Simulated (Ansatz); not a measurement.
**Stability checks on a candidate for Al5GaP6**

It was reached by relaxing an invented guess, and it needn't be the stable form of this composition.

All numbers below come from DFT PBE, scalar-relativistic, plane waves, PAW (Ansatz). The final run on the 12-atom cell used 420 eV, a Γ-centred 6×6×4 mesh, 0.02 eV smearing and no spin polarisation.

```cif
data_structure
_symmetry_space_group_name_H-M 'P 1'
_symmetry_Int_Tables_number 1
_cell_length_a 6.7322
_cell_length_b 6.7322
_cell_length_c 6.3859
_cell_angle_alpha 90.000
_cell_angle_beta 90.000
_cell_angle_gamma 120.000
_cell_volume 250.65
loop_
_atom_site_label
_atom_site_type_symbol
_atom_site_fract_x
_atom_site_fract_y
_atom_site_fract_z
_atom_site_occupancy
Al1 Al 0.33353 0.33353 0.99987 1
Al2 Al 0.00000 0.66647 0.99987 1
Al3 Al 0.66647 0.00000 0.99987 1
Al4 Al 0.66667 0.33333 0.50007 1
Al5 Al 0.33333 0.66667 0.50007 1
Ga1 Ga 0.00000 0.00000 0.50125 1
P1 P 0.33370 0.33370 0.37450 1
P2 P 0.00000 0.66630 0.37450 1
P3 P 0.66630 0.00000 0.37450 1
P4 P 0.66667 0.33333 0.87456 1
P5 P 0.33333 0.66667 0.87456 1
P6 P 0.00000 0.00000 0.87636 1
```

Formation energies are uncorrected and refer to the elements' standard structures at the same level. The references include black phosphorus.

Problem. These tests were run: energy against the elements; phonons at Γ; elastic tensor. What do they show?

Solution.

| test | result |
| --- | --- |
| energy against the elements | −0.593 eV/atom |
| phonons at Γ | lowest optical mode 98 cm⁻¹ |
| elastic tensor | least eigenvalue 38 GPa |

It fails none of these tests. Other phases of the system weren't compared here, so this isn't yet thermodynamic stability. Phonons away from Γ weren't computed.

The reference form of P is held partly by dispersion forces, which this level lacks. The run for the phonons used a 6×6×4 k mesh. The run for the elastic tensor used a 6×6×4 k mesh.
